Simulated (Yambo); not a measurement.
```xyz
4
Lattice="4.3924 0.0000 0.0000 0.0000 4.3924 0.0000 0.0000 0.0000 6.2191" Properties=species:S:1:pos:R:3 pbc="T T T"
Ag     0.0000     0.0000     0.0000
Ag     2.1962     2.1962     0.0000
I      0.0000     2.1962     4.3514
I      2.1962     0.0000     1.8678
```

AgI (space group P4/nmm, No. 129): mean Im ε in 1 eV windows above the direct gap of 1.68 eV, for different electron-hole kernels (Yambo, broadening 0.15 eV, norm-conserving PBEsol (Quantum ESPRESSO, 82 Ry, with spin-orbit coupling) bands; 4×4×2 mesh, 28 valence and 10 conduction bands, static screening with 150 bands and a 4 Ry block, scissor 0.85 eV, Tamm-Dancoff; field along x).

```csv
window (eV),independent quasiparticles,RPA (no attraction),BSE
1.7 to 2.7,3.6,3.6,2.5
2.7 to 3.7,2.6,2.4,4.3
3.7 to 4.7,3.1,3.0,3.3
4.7 to 5.7,4.6,4.0,7.1
```

This run doesn't resolve bound excitons or single peaks, so only averages are given, and they too depend on the mesh; weight that the attraction moves below the gap isn't listed. All transitions below 6.57 eV are in the band window. The scissor comes from a G0W0 run whose convergence isn't established.

Geometry relaxed with PBE+D3(BJ).

This is not the ordinary phase of the substance; no match was found in the copy of COD used, and its stability was not checked.
